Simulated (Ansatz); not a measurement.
Does this entry for Ca₂Nb₂O₆F lie near equilibrium?

The cell is an entry of the Crystallography Open Database (COD), atoms as given.

Space group Fd-3m:1 (No. 227); a = 10.3930 Å.

| site | Wyckoff | site symmetry | x | y | z |
| --- | --- | --- | --- | --- | --- |
| Ca | 16d | .-3m | 0.1250 | 0.1250 | 0.6250 |
| Nb | 16c | .-3m | 0.6250 | 0.6250 | 0.1250 |
| O | 48f | 2.mm | 0.3130 | 0.5000 | 0.0000 |
| F | 8b | -43m | 0.0000 | 0.0000 | 0.5000 |

One atom of each set is listed; the run and its k-mesh use a cell of 22 atoms with edges of 7.35, 7.35, 7.35 Å.

All values are calculated (Ansatz; DFT, PBE, plane waves and PAW, scalar-relativistic, 420 eV cutoff, Γ-centred 5×5×5 k-points, Fermi–Dirac smearing 0.05 eV), not measured.

(1) Do the atoms and the cell lie near the calculated equilibrium?

Results:

(1) No. The largest force is 2.2 eV/Å, on atom 14 (O: 2 Nb at 1.95 Å, angle 141°; also 2 Ca at 2.68 Å), and the pressure is 15.2 GPa. Such values can come from a cell under pressure, imprecise or misplaced coordinates, missing atoms or a wrong setting of the space group; the run alone doesn't tell which, and gradients calculated on this entry can't be taken for those of the compound at ambient conditions.
